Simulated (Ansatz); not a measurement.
Computed with DFT PBE, scalar-relativistic, plane waves, PAW, and for the lanthanide a 4f-in-core norm-conserving potential (Ansatz). Cutoff 660 eV, Γ-centred meshes of about 0.25 Å⁻¹ or finer for metals and 0.3 Å⁻¹ for insulators (2π included), Gaussian smearing. No spin polarisation.

All energies are static (0 K, no zero-point motion).

Compare these two cells of Nd₃Si₂I, each relaxed at this level.

A.

```
CELL_PARAMETERS angstrom
4.37866 0.00000 0.00000
0.00000 4.37866 0.00000
0.00000 0.00000 8.63330
ATOMIC_POSITIONS crystal
Nd 0.50000 0.50000 0.00000
Nd 0.00000 0.50000 0.35609
Nd 0.50000 0.00000 0.64391
Si 0.00000 0.50000 0.70202
Si 0.50000 0.00000 0.29798
I 0.00000 0.00000 0.00000
```

B.

```
CELL_PARAMETERS angstrom
5.47858 0.00000 0.00000
-2.73929 4.74459 0.00000
0.00000 0.00000 6.16325
ATOMIC_POSITIONS crystal
Nd 0.33333 0.66667 0.71186
Nd 0.66667 0.33333 0.28813
Nd 0.00000 0.00000 0.00000
Si 0.33333 0.66667 0.20039
Si 0.66667 0.33333 0.79961
I 0.00000 0.00000 0.50000
```

Question: Which form is favoured at zero pressure, and by what margin per atom?

Answer: A is lower, by 23 meV/atom. A has space group P-4m2 (No. 115), 27.6 Å³/atom and no gap on its mesh; B has space group P-3m1 (No. 164), 26.7 Å³/atom and no gap. Counting I or Si atoms around Nd (for each partner element, those within 1.25 times its shortest distance or 1.15 times the sum of covalent radii, where it is the nearest in units of that sum or under 1.3; a plus sign parts groups by distance over the sum of covalent radii; a slash parts the counts of unlike sites), A has Nd 7/4+4 and B has Nd 2+6/8. The lower one is the more open, so pressure narrows the difference. In A, around Nd on a site of symmetry -4m2 lie 4 I at 3.10 Å, 4 Si at 3.38 Å and 4 Nd at 3.77 Å; Si is surrounded by 5 Nd at 2.99–3.14 Å, 2 I at 3.38 Å and 2 Nd at 3.38 Å; I has 4 Nd at 3.10 Å, 4 Si at 3.38 Å and 4 Nd at 3.77 Å; 1 more site not described. In B, around Nd on a site of symmetry 3m lie 5 Si at 3.01–3.21 Å, 3 I at 3.42 Å and 3 Nd at 3.63 Å; around Si lie 5 Nd at 3.01–3.21 Å, 3 Nd at 3.40 Å and 3 I at 3.66 Å; I is surrounded by 2 Nd at 3.08 Å, 6 Nd at 3.42 Å and 6 Si at 3.66 Å; 1 more site not described. Both come from trial cells of a structure search, whose lowest cell (P-3m1, 30.1 Å³/atom) lies 289 meV/atom below the lower of the two.

For metals, differences of a few meV/atom aren't resolved. Spin–orbit coupling, which can matter for I, is left out. Cells relaxed within their symmetry can be saddle points. Some candidate types were left out of the draw beforehand, so a known form may be missing.

The lanthanide is trivalent by construction, without f bands, f moments or other valences.
